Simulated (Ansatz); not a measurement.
Input file for Ansatz (a program for electronic structure):

Ansatz 0.2 input:
```yaml
crystal:
  lattice:
    - [4.123342607, 0.0, 0.0]
    - [-2.0616713035, 3.5709194462, 0.0]
    - [0.0, 0.0, 7.3331668356]
  atoms:
    - { symbol: Pb, position: [0.0, 0.0, 0.0] }
    - { symbol: Pb, position: [0.0, 0.0, 0.5] }
    - { symbol: S, position: [0.3333333333, 0.6666666667, 0.75] }
    - { symbol: S, position: [0.6666666667, 0.3333333333, 0.25] }
kpoints:
  mp_grid: { grid: [8, 8, 4] }
hamiltonian:
  xc: r2scan
  pseudopotentials: { kind: paw }
scf:
  occupations: { method: fixed }
elastic: { mode: relaxed_ion, stencil: two_point, amplitude: 0.005, f_tol: 0.0005 }
```

Output (shortened):

```
Pseudopotentials: kind: paw
Pseudopotential: Pb, paw, valence charge 14
Pseudopotential: S, paw, valence charge 6
Functional definition: r2SCAN
Crystal: 4 atoms, lattice volume = 107.974 Å³
Basis set: ecut = 500 eV, 2721 PW (Γ), exchange–correlation on 128×128×216 points (64 copies of the dense FFT grid, shifted against one another)
Bands: 24, of which v1, the nominal top of the filled ones, is band 20 counted from 1 (19 counted from 0)
Symmetry: 24 space group operations
Space group: P63/mmc (ITA 194), of the structure as read, at distance tolerance 4.8e-5 Å
k-points: 30 of 256
PAW frozen core: Pb, regenerated for the run's functional
PAW frozen core: S, regenerated for the run's functional
Initial wavefunctions: pseudopotential atomic-orbital guess
Eigensolver: davidson
Functional: x = r2scan, c = r2scan; τ floored in thin density (d = 2e-4 eV/Å³)
all-band conjugate gradients solve this SCF's bands
SCF 1 converged in 10 iterations: F = -25655.739190 eV  dr2 = 5.17e-14
Crystal: 4 atoms, lattice volume = 107.974 Å³
Initial density: handed on by an earlier stage of this run
Initial wavefunctions: those handed on with the density
SCF 2 converged in 2 iterations: F = -25655.739190 eV  dr2 = 2.06e-14
Crystal: 4 atoms, lattice volume = 107.435 Å³
Basis set: ecut = 500 eV, 2717 PW (Γ), exchange–correlation on 128×128×216 points (64 copies of the dense FFT grid, shifted against one another)
Symmetry: 8 space group operations
k-points: 63 of 256
Initial wavefunctions: pseudopotential atomic-orbital guess (no wavefunctions were taken with the density)
SCF 3 converged in 11 iterations: F = -25655.738467 eV  dr2 = 8.40e-15
relax step   1: F+E_penalty+E_count = -25655.73846683 eV  Δ(F+E_penalty+E_count) = +0.000e0 eV  max|allowed force component| = 1.796e-2 eV/Å  Δτ_max = 0.0000 Å  (11 SCF iters, accepted)
density extrapolation: transplant  |δρ|_rms = 2.076e-2 e/Å³  SAD shift = 2.087e-3 e/Å³
Crystal: 4 atoms, lattice volume = 107.435 Å³
SCF 4 converged in 10 iterations: F = -25655.738547 eV  dr2 = 1.04e-15
relax step   2: F+E_penalty+E_count = -25655.73854678 eV  Δ(F+E_penalty+E_count) = -7.995e-5 eV  max|allowed force component| = 5.068e-3 eV/Å  Δτ_max = 0.0062 Å  (10 SCF iters, accepted)
density extrapolation: transplant  |δρ|_rms = 2.076e-2 e/Å³  SAD shift = 4.593e-4 e/Å³
Crystal: 4 atoms, lattice volume = 107.435 Å³
SCF 5 converged in 8 iterations: F = -25655.738554 eV  dr2 = 2.65e-14
relax step   3: F+E_penalty+E_count = -25655.73855364 eV  Δ(F+E_penalty+E_count) = -6.853e-6 eV  max|allowed force component| = 2.376e-5 eV/Å  Δτ_max = 0.0014 Å  (8 SCF iters, accepted)
Crystal: 4 atoms, lattice volume = 107.435 Å³
SCF 6 converged in 2 iterations: F = -25655.738554 eV  dr2 = 1.07e-14
Crystal: 4 atoms, lattice volume = 108.514 Å³
Basis set: ecut = 500 eV, 2729 PW (Γ), exchange–correlation on 128×128×216 points (64 copies of the dense FFT grid, shifted against one another)
SCF 7 converged in 10 iterations: F = -25655.738441 eV  dr2 = 9.75e-14
relax step   1: F+E_penalty+E_count = -25655.73844143 eV  Δ(F+E_penalty+E_count) = +0.000e0 eV  max|allowed force component| = 1.716e-2 eV/Å  Δτ_max = 0.0000 Å  (10 SCF iters, accepted)
density extrapolation: transplant  |δρ|_rms = 2.071e-2 e/Å³  SAD shift = 1.540e-3 e/Å³
Crystal: 4 atoms, lattice volume = 108.514 Å³
SCF 8 converged in 9 iterations: F = -25655.738522 eV  dr2 = 6.79e-14
relax step   2: F+E_penalty+E_count = -25655.73852188 eV  Δ(F+E_penalty+E_count) = -8.046e-5 eV  max|allowed force component| = 4.349e-4 eV/Å  Δτ_max = 0.0046 Å  (9 SCF iters, accepted)
Crystal: 4 atoms, lattice volume = 108.514 Å³
SCF 9 converged in 2 iterations: F = -25655.738522 eV  dr2 = 2.67e-14
density extrapolation: transplant  |δρ|_rms = 2.073e-2 e/Å³  SAD shift = 3.732e-3 e/Å³
Crystal: 4 atoms, lattice volume = 107.435 Å³
SCF 10 converged in 10 iterations: F = -25655.738234 eV  dr2 = 1.22e-14
density extrapolation: first-order (α = -2.000)  |δρ|_rms = 2.073e-2 e/Å³  SAD shift = 3.703e-3 e/Å³
Crystal: 4 atoms, lattice volume = 108.514 Å³
SCF 11 converged in 9 iterations: F = -25655.738214 eV  dr2 = 5.54e-15
Crystal: 4 atoms, lattice volume = 107.974 Å³
Symmetry: 4 space group operations
k-points: 78 of 256
SCF 12 converged in 10 iterations: F = -25655.738875 eV  dr2 = 1.28e-14
relax step   1: F+E_penalty+E_count = -25655.73887491 eV  Δ(F+E_penalty+E_count) = +0.000e0 eV  max|allowed force component| = 3.403e-4 eV/Å  Δτ_max = 0.0000 Å  (10 SCF iters, accepted)
Crystal: 4 atoms, lattice volume = 107.974 Å³
SCF 13 converged in 2 iterations: F = -25655.738875 eV  dr2 = 1.65e-15
Crystal: 4 atoms, lattice volume = 107.974 Å³
SCF 14 converged in 10 iterations: F = -25655.738875 eV  dr2 = 1.03e-14
relax step   1: F+E_penalty+E_count = -25655.73887491 eV  Δ(F+E_penalty+E_count) = +0.000e0 eV  max|allowed force component| = 3.403e-4 eV/Å  Δτ_max = 0.0000 Å  (10 SCF iters, accepted)
Crystal: 4 atoms, lattice volume = 107.974 Å³
SCF 15 converged in 2 iterations: F = -25655.738875 eV  dr2 = 1.62e-15
SCF converged after 2 iterations
Free energy (F): -25655.739190 eV
Harris-Foulkes:  -25655.739190 eV  (|F-HF|=1.09e-11)
Internal energy: -25655.739190 eV  (E = F + TS)
E sigma→0 (E₀):  -25655.739190 eV
Fermi energy:    8.257302 eV
--- Per-component energies (eV) ---
  E_band       = -152.056971
  E_kinetic    = 784.437655
  E_local      = -2530.932872  (includes V_loc(G=0)·N_el)
  E_nonlocal   = 758.075227
  E_hartree    = 986.299843
  E_xc         = -601.115625
  E_vxc        = -479.834875  (∫ρ·V_xc dr)
  E_paw        = -22080.160468  (= ΣΔE_a)
  E_vpaw       = -686.233559  (= ΣTr[D̂ρ^β])
  E_aug_tail   = 0.000041  (compensation charges beyond the density's cutoff)
  E_vtau       = 29.831727  (kinetic-family band-sum trace: ∫τ·v_τ [+ j·A + Jᵃ·Aᵃ] dr)
  E_ewald      = -2974.054462
  E_core_change = 1.711471  (= ΣΔE_core)
  E_smearing   =  0.000000  (= −TS)
  E_closure    = 0.000000  (closes the sum)
  Σ components = -25655.739190   (vs F -25655.739190, Δ=0.00e0)
--- Forces (eV/Å), atoms counted from 1 ---
  atom   1  Pb     0.00000000     0.00000000     0.00000000
  atom   2  Pb     0.00000000     0.00000000     0.00000000
  atom   3  S      0.00000000     0.00000000     0.00000000
  atom   4  S      0.00000000     0.00000000     0.00000000
  max |Σ_I F_I| component: 1.85e-17 eV/Å
--- Stress (GPa, compression-positive) ---
       -0.005779       0.000000       0.000000
        0.000000      -0.005779       0.000000
        0.000000       0.000000      -0.004455
  P = ⅓ Tr σ = -0.0053 GPa (-0.053 kbar)
  The stress holds the Pulay correction. Without it, at fixed plane waves, as pw.x and ABINIT print it: P = -0.0177 GPa
  The stress includes an estimate of the error left by incomplete SCF convergence (largest component 0.0000 GPa).
--- Band table (eV; the first three rows and the last of 30) ---
  k-point 0: bands = ["-9.8251", "-9.7475", "-9.7475", "-9.7318", "-9.7318", "-9.7239", "-9.7239", "-9.6643", "-9.6628", "-9.6628", "-6.1236", "-5.0319", "-1.3580", "1.3574", "5.2325", "5.8101", "5.8101", "6.2467", "6.2467", "8.2573", "8.4966", "11.4642", "11.4642", "11.8699"]
  k-point 1: bands = ["-9.8013", "-9.7443", "-9.7443", "-9.7337", "-9.7337", "-9.7159", "-9.7159", "-9.6876", "-9.6723", "-9.6723", "-6.0046", "-5.2537", "-0.9581", "0.9050", "5.6137", "5.8754", "5.8754", "6.1847", "6.1847", "7.3552", "9.5333", "11.4618", "11.4618", "11.7266"]
  k-point 2: bands = ["-9.7442", "-9.7442", "-9.7385", "-9.7385", "-9.7385", "-9.7385", "-9.6947", "-9.6947", "-9.6947", "-9.6947", "-5.6753", "-5.6753", "-0.0479", "-0.0479", "6.0317", "6.0317", "6.0317", "6.0317", "6.4251", "6.4251", "10.8734", "10.8734", "11.5280", "11.5280"]
  k-point 29: bands = ["-9.7772", "-9.7772", "-9.7229", "-9.7229", "-9.7195", "-9.7195", "-9.7057", "-9.7057", "-9.6975", "-9.6975", "-4.5966", "-4.5966", "-0.5628", "-0.5628", "3.4934", "3.4934", "5.4982", "5.4982", "5.9404", "5.9404", "8.9959", "8.9959", "11.8103", "11.8103"]
  band table: 24 of 24 bands, residual norms ≤ 1.0e-3 eV
--- Elastic constants: 3 strain directions × 2 members + reference (group order 24) ---
  dense FFT box of the reference and of every strained cell: 32×32×54
  strains applied: 11, 33, 23; error gains …
  C = ∂σ_k/∂η_j (tension-positive GPa; Voigt order 11 22 33 23 13 12):
        77.574     38.408     42.440      0.000      0.000      0.000
        38.408     77.574     42.440      0.000      0.000      0.000
        42.433     42.433    114.690      0.000      0.000      0.000
         0.000      0.000      0.000     37.336      0.000      0.000
         0.000      0.000      0.000      0.000     37.336      0.000
         0.000      0.000      0.000      0.000      0.000     19.583
  reference stress σ⁰ (GPa):      0.006      0.006      0.004      0.000      0.000      0.000
  moduli (Voigt/Reuss/Hill, GPa): K = 57.38/55.24/56.31   G = 28.62/26.15/27.39   E = 70.70   ν = 0.291
  mechanically stable: yes (min eigenvalue of sym C = 19.58 GPa)
  strain η (Voigt 11):  stress-route row diagonal C_11 = 77.57 GPa, energy-path curvature d²(F+E_count+ΔE)/dδ²/Ω₀ = 77.58 GPa
         δ    σ_11 (GPa)             F (eV)   n_scf  n_hpsi   n_pw
    -5.000e-3      -0.3849      -25655.7385536       2   14439   2765   relax 3 steps, max|allowed force component| 2.38e-5 eV/Å
     5.000e-3       0.3908      -25655.7385219       2   14349   2789   relax 2 steps, max|allowed force component| 4.35e-4 eV/Å
  strain η (Voigt 33):  stress-route row diagonal C_33 = 114.69 GPa, energy-path curvature d²(F+E_count+ΔE)/dδ²/Ω₀ = 114.69 GPa
         δ    σ_33 (GPa)             F (eV)   n_scf  n_hpsi   n_pw
    -5.000e-3      -0.5732      -25655.7382340      10   16028   2759   relax 0 steps, max|allowed force component| 1.48e-16 eV/Å
     5.000e-3       0.5737      -25655.7382136       9   13851   2789   relax 0 steps, max|allowed force component| 1.48e-16 eV/Å
  strain η (Voigt 23):  stress-route row diagonal C_44 = 37.34 GPa, energy-path curvature d²(F+E_count+ΔE)/dδ²/Ω₀ = 37.33 GPa
         δ    σ_23 (GPa)             F (eV)   n_scf  n_hpsi   n_pw
    -5.000e-3      -0.1867      -25655.7388749       2   17706   2775   relax 1 steps, max|allowed force component| 3.40e-4 eV/Å
     5.000e-3       0.1867      -25655.7388749       2   17714   2775   relax 1 steps, max|allowed force component| 3.40e-4 eV/Å
```

Cost: around 2.1 core-minutes (rough) on shared cores.

Space group P6_3/mmc (NiAs type). The workflow started from a Materials Project entry (that database holds measured and hypothetical structures alike); the Crystallography Open Database copy checked does not list it. It is not the phase usual at ambient conditions (space group No. 225). Symmetry was held in the r²SCAN relaxation; its stability against distortions is not shown here. Scalar-relativistic: spin–orbit coupling is off unless named, which matters more the heavier the elements.

Potentials: the later of the program's two PAW sets.

Ansatz is a plane-wave DFT program.
